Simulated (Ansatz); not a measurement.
Input:

YTe:
```yaml
crystal:
  lattice:
    - [0.00000, 3.03969, 3.03969]
    - [3.03969, 0.00000, 3.03969]
    - [3.03969, 3.03969, 0.00000]
  atoms:
    - { symbol: Y, position: [0.50000, 0.50000, 0.50000] }
    - { symbol: Te, position: [0.00000, 0.00000, 0.00000] }
```

This is the PBEsol-relaxed structure.

All from plane-wave PAW PBEsol (Ansatz code), unless another level is named. Give the Poisson's ratio.

0.34.

Predict the elastic constants (relaxed ions, GPa).

C11 = 178, C12 = 14.4, C44 = 8.4.

Predict the highest zone-centre frequency.

21.9 meV.

Space group Fm-3m (rock salt). The workflow started from an entry of the Crystallography Open Database (COD). Whether it is the stable phase at ambient conditions was not checked. The cell was relaxed with PBEsol under the symmetry of its start; of distortions, only those at the zone centre were tested. The run is not spin-polarised. With an odd number of electrons in the cell and no spin polarisation, the count alone makes it a metal. As this level gives no gap, shear constants depend on the k-mesh and smearing (Fermi–Dirac, 0.1 eV here). Scalar-relativistic: spin–orbit coupling is off unless named, which matters more the heavier the elements.

Potentials: the later of the program's two PAW sets.
